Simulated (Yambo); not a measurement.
Optical response of LuBrO

```
LuBrO
1.0
    3.75403     0.00000     0.00000
    0.00000     3.75403     0.00000
    0.00000     0.00000     8.28600
O Br Lu
2 2 2
Direct
  0.00000   0.00000   0.50000
  0.50000   0.50000   0.50000
  0.50000   0.00000   0.16741
  0.00000   0.50000   0.83259
  0.00000   0.50000   0.36536
  0.50000   0.00000   0.63464
```

Yambo, RPA with local fields on PBEsol bands shifted by a G0W0 scissor of 1.52 eV; 4×4×2 mesh, 108 bands, 3 Ry local-field block, 0.2 eV broadening; field along x.

```csv
E (eV),Im ε,Re ε,"Im ε, independent particles"
0.0,0.00,4.22,0.00
0.5,0.01,4.23,0.01
1.0,0.02,4.26,0.02
1.5,0.02,4.31,0.03
2.0,0.03,4.38,0.04
2.5,0.05,4.48,0.05
3.0,0.06,4.62,0.07
3.5,0.08,4.80,0.10
4.0,0.11,5.04,0.13
4.5,0.17,5.38,0.19
5.0,0.28,5.90,0.32
5.5,0.87,6.81,0.93
6.0,1.21,6.70,1.35
6.5,2.33,7.08,2.69
7.0,4.28,9.50,5.33
7.5,7.86,4.36,9.35
8.0,5.69,4.85,7.17
8.5,6.57,4.08,8.33
9.0,7.71,1.95,9.12
9.5,5.72,0.98,6.91
10.0,5.21,0.67,6.05
10.5,4.62,0.76,5.30
11.0,5.39,-0.34,5.87
11.5,3.78,-0.59,4.25
12.0,3.80,-0.60,4.20
12.5,2.96,-1.27,3.27
13.0,2.50,-0.87,2.73
13.5,2.00,-0.80,2.19
14.0,1.91,-0.29,2.49
14.5,1.93,-0.60,2.14
15.0,1.57,-0.55,1.73
15.5,1.19,-0.45,1.35
16.0,1.20,-0.09,1.35
16.5,1.09,-0.02,1.20
17.0,1.16,0.06,1.21
17.5,0.99,0.05,1.07
18.0,0.93,0.09,0.93
18.5,0.87,0.11,0.84
19.0,0.84,0.20,0.79
19.5,0.76,0.27,0.73
20.0,0.78,0.29,0.73
```

Peak heights and small wiggles depend on the k mesh. Convergence of the RPA response with its 4×4×2 mesh was not tested. The scissor comes from a G0W0 run whose convergence isn't established. No excitonic effects at this level.

The 4f states are in the valence at their DFT position.

Spin-orbit coupling is not included.

Geometry relaxed with PBE+D3(BJ).
